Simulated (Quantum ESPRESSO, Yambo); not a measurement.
CaC₂ (space group P-1, No. 2). The geometry is that of Materials Project entry mp-642822, symmetrised and not relaxed again. Chain: PBEsol (Quantum ESPRESSO, PseudoDojo norm-conserving, 82 Ry, without SOC); G0W0 in Yambo (4×4×2 Γ-centred k mesh, 141 bands and a 7 Ry block in the screening, 141 bands in G with the Bruneval-Gonze terminator, plasmon pole fitted at 27.2 eV); BSE (4×4×2 mesh, 8 valence and 15 conduction bands, static screening with 54 bands and a 3 Ry block, scissor 2.09 eV, Tamm-Dancoff).

The PBEsol gap (dense path) is 2.20 eV, the PBEsol gap (0, 0.25, -0.5) → (-0.5, -0.5, -0.5) on the GW mesh comes out as 2.22 eV and the PBEsol smallest direct gap on the GW mesh, at (-0.5, -0.5, -0.5) is 2.84 eV. The G0W0 direct gap at that point is 4.92 eV and the G0W0 correction to the gap (0, 0.25, -0.5) → (-0.5, -0.5, -0.5) comes out as 1.98 eV. The lowest exciton comes out as no binding energy given (see below).

Rough cost of the Yambo steps against G0W0 for 14 states: BSE about 1/9.

Convergence of the G0W0 settings was not tested. The BSE states are vertical excitations (zero momentum); the indirect quasiparticle gap, about 4.18 eV, is smaller than the direct one (4.92 eV on the GW mesh). The lowest state covers only about 2 of the 32 k points, so the mesh doesn't resolve it: its energy and its distance from the direct gap are mesh artefacts. An extended exciton needs a far denser mesh. Axes are Cartesian, with cell vectors (Å) (3.86, 0.00, 0.00), (1.84, 3.52, 0.00), (0.41, 1.00, 7.18).
